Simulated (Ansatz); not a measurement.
The start is a relaxed Ti cell displaced along its unstable phonon at q = (½, 0, 0) of its primitive reciprocal cell (92i cm⁻¹), largest move 0.15 Å. Cell shape, volume and atoms are optimised at zero target pressure with PBEsol (plane waves to 420 eV, PAW, scalar-relativistic; Ansatz, a quantum-chemistry and plane-wave program). The first steps use a coarse 4×8×14 k-mesh.

The start:
```
CELL_PARAMETERS angstrom
      9.37095     0.00000     0.00000
     -2.34274     4.05774     0.00000
      0.00000     0.00000     2.37333
ATOMIC_POSITIONS crystal
  Ti 0.16667 0.63465 0.00000
  Ti 0.66667 0.69868 0.00000
  Ti 0.33333 0.30132 0.00000
  Ti 0.83333 0.36535 0.00000
```

How does the volume per atom move from start to end?

-25.1 %, from 22.56 to 16.90 Å³/atom.

Is the parent structure recovered?

It does not go back: it reaches P6/mmm (No. 191), AFLOW prototype A_hP1_191_a (A_f, as in Sn), 1.13 eV/atom below the parent.

How do the shortest distances between atoms change?

The closest pairs of elements (up to four, under 3.6 Å), start → end: Ti–Ti 2.37 → 2.69 Å.

Give the final cell and atomic positions.


```cif
data_Ti
_chemical_formula_sum 'Ti1'
_space_group_name_H-M_alt 'P6/mmm'
_space_group_IT_number 191
_space_group_name_Hall '-P 6 2'
_cell_length_a 2.68959
_cell_length_b 2.68959
_cell_length_c 2.69766
_cell_angle_alpha 90.000
_cell_angle_beta 90.000
_cell_angle_gamma 120.000
loop_
_atom_site_label
_atom_site_type_symbol
_atom_site_symmetry_multiplicity
_atom_site_Wyckoff_symbol
_atom_site_fract_x
_atom_site_fract_y
_atom_site_fract_z
_atom_site_occupancy
Ti1 Ti 1 a 0.00000 0.00000 0.00000 1
```

Final values are on a 20×20×17 k-mesh of the relaxed cell. The start holds a very short contact (Ti–Ti 2.37 Å). No spin polarisation in the result.

The run could not lose the symmetry of its start: the end is stationary, and may be a saddle point rather than a minimum.

The relaxed structure here is a generated cell of Ti: the first start was made by placing the elements on the sites of a structure type, and the end was not matched to a known phase here, so it may be hypothetical. Known forms of Ti include space group No. 194.
